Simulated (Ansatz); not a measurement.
# ¹⁴N nuclear quadrupole resonance in Si3N4

Cell: an entry of the Crystallography Open Database (COD; perhaps a calculated or model structure), its atoms then relaxed with PBE in this cell.

```cif
data_Si3N4
_symmetry_space_group_name_H-M 'P6_3/m'
_symmetry_Int_Tables_number 176
_cell_length_a 7.6044
_cell_length_b 7.6044
_cell_length_c 2.9063
_cell_angle_alpha 90.000
_cell_angle_beta 90.000
_cell_angle_gamma 120.000
loop_
_atom_site_label
_atom_site_type_symbol
_atom_site_symmetry_multiplicity
_atom_site_Wyckoff_symbol
_atom_site_fract_x
_atom_site_fract_y
_atom_site_fract_z
Si Si 6 h 0.7680 0.1741 0.2500
N7 N 6 h 0.0300 0.3299 0.2500
N13 N 2 d 0.6667 0.3333 0.2500
```

One atom of each set is listed.

Computed with Ansatz: DFT, r2SCAN, plane waves and PAW, scalar-relativistic, 500 eV cutoff, Γ-centred 4×4×10 k-points, Fermi–Dirac smearing 0.02 eV.

¹⁴N: I = 1, Q = 20.44 mb (year-2017 value). Static lattice, zero field.

Q: At which frequencies do the ¹⁴N NQR lines lie?

A: For I = 1 the lines are ν± = (3/4)|C_Q|(1 ± η/3) and ν₀ = |C_Q|η/2.

| site | atoms | V_zz (10²¹ V/m²) | C_Q (MHz) | η | line frequencies (MHz) |
| --- | --- | --- | --- | --- | --- |
| N7 | 6 | -4.92 | -2.43 | 0.08 | 0.0955, 1.78, 1.87 |
| N13 | 2 | -4.97 | -2.45 | 0.00 | 1.84 |

An axis of threefold or higher order runs through N13, so V_zz lies along it and η is zero. At N7 V_zz stands upright on the plane through its three neighbours (within 3°).

Hardware: 1 thread of Arm Neoverse V1 (aarch64; 8 cores open to the job, memory cap 2.5 GiB, no GPU), a shared host with a load of 0.4 a core. Wall time 32 s, CPU time 33 s, peak memory 0.82 GiB.
